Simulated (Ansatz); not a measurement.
**Property card for Ta$_{2}$C**

Ta2C:
```xyz
6
Lattice="3.4859 0.0000 0.0000 0.0000 3.4859 0.0000 0.0000 0.0000 6.4656" Properties=species:S:1:pos:R:3 pbc="T T T"
Ta     0.0000     0.0000     0.0000
Ta     1.7429     1.7429     0.0000
Ta     1.7429     0.0000     2.3758
Ta     0.0000     1.7429     4.0898
C      1.7429     0.0000     4.6882
C      0.0000     1.7429     1.7774
```

Space group P4/nmm (No. 129); conventional cell a = b = 3.4859 Å, c = 6.4656 Å, α = β = γ = 90.00°.

Method: PBEsol in the plane-wave PAW code Ansatz. The cell and atoms are relaxed at this level. Other levels are named where they apply.

Cell and energy:

```yaml
volume_per_atom: 13.09 Å³
density: 15.81 g/cm³
Formation energy from the elements (no fitted shifts): 0.31 eV/atom
```

Electronic structure:

```yaml
electronic_character: metallic (no gap)
Density of states at the Fermi level: 0.37 states/eV per atom (mean over ±0.08 eV)
Gap with spin–orbit coupling: none (metallic)
```

Mechanics:

```yaml
Bulk modulus (Birch–Murnaghan fit): 268 GPa
Pressure derivative B′: 4.3
```

Phonons:

```yaml
highest_zone_centre_frequency: 461 cm⁻¹
zone_centre_stability: no imaginary mode at Γ
```

The cell is a constructed one: a structure type filled with these elements; neither database checked (COD, Materials Project) lists it. COD files the formula under space group No. 164. Its standing as an ambient phase is unchecked. Symmetry was held in the PBEsol relaxation. No spin polarisation was allowed. As this level gives no gap, phonon frequencies hold no LO–TO term and depend on the k-mesh and smearing (Fermi–Dirac, 0.1 eV here). The references are the lowest solids computed at this level, not always the standard phases. Spin–orbit coupling is left out wherever it is not named.

Potentials: the later of the program's two PAW sets.
